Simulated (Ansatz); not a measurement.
NbSiAs:
```
CELL_PARAMETERS angstrom
      3.50297     0.00000     0.00000
      0.00000     3.50297     0.00000
      0.00000     0.00000     7.92115
ATOMIC_POSITIONS crystal
  Nb 0.00000 0.50000 0.74577
  Nb 0.50000 0.00000 0.25423
  Si 0.50000 0.50000 0.00000
  Si 0.00000 0.00000 0.00000
  As 0.50000 0.00000 0.61330
  As 0.00000 0.50000 0.38670
```

Relaxed with r²SCAN. Special points in fractions of this cell's reciprocal vectors: Γ (0.000, 0.000, 0.000); X (0.000, 0.500, 0.000); M (0.500, 0.500, 0.000); Z (0.000, 0.000, 0.500); R (0.000, 0.500, 0.500); A (0.500, 0.500, 0.500).

**Question.** List the band energies nearest the Fermi level at these points for r²SCAN in the plane-wave PAW code Ansatz.

**Answer.** In eV from the Fermi level; about four levels below and three above (degenerate sets whole), none deeper than 8.9 eV; points with the same levels are listed once.

```
k                          below                above
-  -----------------------------  -------------------
Γ  -2.16 -2.16 -0.88 -0.65 -0.65       0.82 0.85 1.02
X        -2.19 -2.19 -1.38 -1.38  1.39 1.39 2.56 2.56
M        -3.09 -3.09 -2.37 -2.37  2.46 2.46 2.85 2.85
Z        -2.92 -2.76 -2.76 -0.89       0.31 0.31 0.33
R        -2.05 -2.05 -0.99 -0.99  1.73 1.73 1.85 1.85
A        -2.71 -2.71 -2.68 -2.68  1.17 1.17 2.46 2.46
```

Space group P4/nmm. The workflow started from a Materials Project entry (that database holds measured and hypothetical structures alike); the Crystallography Open Database files this formula in space group No. 129, but the cells were not matched. Its standing as an ambient phase is unchecked. The cell was relaxed with r²SCAN under the symmetry of its start; whether a distortion lowers the energy is not shown. No spin polarisation was allowed. Spin–orbit coupling is left out wherever it is not named.

Potentials: the later of the program's two PAW sets.
